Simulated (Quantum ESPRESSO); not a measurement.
# Sn4HfTi3: one composition in several site orders

Simulated, not a measurement. The program is pw.x of Quantum ESPRESSO 7.5 (plane-wave density functional theory). The cell is made up: eight metal atoms on a face-centred cubic lattice, with elements, volume, strain and displacements drawn at random and not relaxed, so it may be unstable or far from any real phase. PseudoDojo standard norm-conserving files set the functional (PBE unless stated); there is no spin polarisation or spin-orbit coupling, the Fermi-Dirac width of 0.25 eV means electrons at about 2900 K, and the masses in the input are unused placeholders. The tin pseudopotential is less sure than most, with forces differing by about three percent from a second method on plain tin. Heavy elements are run without spin-orbit coupling, which real alloys of them have. A spin test at this wide smearing found no moment, but such smearing suppresses magnetism that the real alloy may have.

The runs put one composition on the sites in different orders. Cell, positions, cutoff, mesh and smearing stay as in the input of run 1; sites are counted in its order. Stress in the tables is positive in tension.

Input of run 1:

```
&control calculation='scf', pseudo_dir='./dojo.nc.sr.pbe.v0_5.standard.upf', outdir='./o', disk_io='minimal', tprnfor=.true., tstress=.true. /
&system ibrav=0, nat=8, ntyp=3, nbnd=65, ecutwfc=84.00895049, nosym=.true., tot_charge=0,
 occupations='smearing', smearing='fd', degauss=0.0183746611
/
&electrons conv_thr=1.470e-08, electron_maxstep=70, mixing_beta=0.5 /
ATOMIC_SPECIES
Hf 1.0 Hf.upf
Sn 1.0 Sn.upf
Ti 1.0 Ti.upf
CELL_PARAMETERS angstrom
-0.0079 -2.1113 -2.1532
-4.253 2.0726 -2.1304
6.4874 6.3728 -4.3216
ATOMIC_POSITIONS angstrom
Sn -0.0338 -0.0479 0.0302
Hf 0.017 2.1582 -2.1934
Sn 0.0697 4.1103 -4.2373
Ti 4.1997 4.3575 -4.242
Ti -2.1267 0.0028 -2.1119
Ti -2.0561 2.1274 -4.1877
Sn 2.158 2.1355 -4.2285
Sn 2.2385 4.1118 -6.4353
K_POINTS automatic
8 5 3 1 1 1
```

| run | elements on sites 1 to 8 | free energy less that of run 1 (eV) | -TS (eV) | pressure (GPa) | stress xx (GPa) | stress yy (GPa) | stress zz (GPa) | stress yz (GPa) | stress xz (GPa) | stress xy (GPa) | iterations |
| --- | --- | --- | --- | --- | --- | --- | --- | --- | --- | --- | --- |
| 1 | Sn Hf Sn Ti Ti Ti Sn Sn | 0.000 | -1.546 | 11.36 | -10.33 | -12.35 | -11.41 | -1.75 | -1.09 | 2.06 | 18 |
| 2 | Ti Sn Sn Sn Ti Sn Ti Hf | 0.221 | -1.540 | 11.61 | -10.67 | -12.71 | -11.45 | -3.01 | -1.99 | 3.28 | 18 |
| 3 | Hf Sn Ti Sn Sn Ti Sn Ti | -0.454 | -1.484 | 10.09 | -8.83 | -11.48 | -9.98 | -1.69 | 4.18 | -3.24 | 18 |
| 4 | Ti Ti Sn Hf Ti Sn Sn Sn | 0.884 | -1.590 | 13.55 | -13.27 | -13.92 | -13.44 | -2.91 | -2.00 | 3.35 | 17 |
| 5 | Sn Sn Ti Hf Sn Sn Ti Ti | 1.451 | -1.538 | 15.37 | -14.73 | -16.66 | -14.71 | -4.21 | -4.39 | 5.19 | 17 |
| 6 | Ti Sn Ti Sn Sn Ti Hf Sn | 0.231 | -1.546 | 12.18 | -11.79 | -12.89 | -11.86 | -2.26 | 0.74 | 0.56 | 18 |

Forces Fx Fy Fz (eV/Å):

```
site             run 1             run 2             run 3             run 4             run 5             run 6
   1   0.06 0.70 -0.46  -0.15 -0.05 0.19   0.38 0.49 -0.05   0.18 0.64 -0.22  -0.43 -0.44 0.82   -0.13 0.03 0.23
   2  -0.22 -0.72 1.13   0.69 -1.52 1.80   0.18 -0.49 0.75   0.17 -0.47 0.66    1.59 0.18 0.11   0.86 -0.27 0.55
   3  -1.73 0.93 -0.62   0.56 1.61 -1.35  -0.40 0.79 -0.47  -0.17 0.86 -0.51   0.30 0.90 -0.55  -0.40 0.73 -0.31
   4   1.13 -0.96 0.46  2.04 -0.87 -0.17   1.75 -1.31 0.51   2.24 -1.60 0.58   0.54 -1.47 0.41   2.33 -1.70 0.90
   5  0.28 -0.12 -0.17   0.18 0.07 -0.25  -0.83 0.02 -0.30  0.16 -0.27 -0.10  -0.93 -0.88 0.62   0.33 0.64 -0.86
   6  -0.78 -0.62 0.07  -2.59 -0.51 0.09  -0.35 0.14 -0.57  -1.97 -1.31 0.96  -0.17 1.10 -1.48  -0.49 0.18 -0.49
   7   1.37 -0.85 0.63   0.54 -0.50 0.50   0.43 -0.37 0.14   0.12 -0.70 0.53  0.07 -0.03 -0.03   0.30 -0.58 0.24
   8  -0.11 1.64 -1.03  -1.27 1.78 -0.80  -1.16 0.74 -0.01  -0.74 2.85 -1.90   -0.98 0.63 0.12  -2.81 0.97 -0.26
```

The sites are displaced and not relaxed, so the energy differences mix bonding between neighbours with strain and are not ordering energies. A rerun of one cell of this series at a higher cutoff and on a denser mesh moved values by no more than 0.008 eV in energy, 0.09 GPa in stress and 0.007 eV/Å in force, and a second program with other atomic files agreed on that cell to 2 % rms in force and 0.5 GPa in pressure.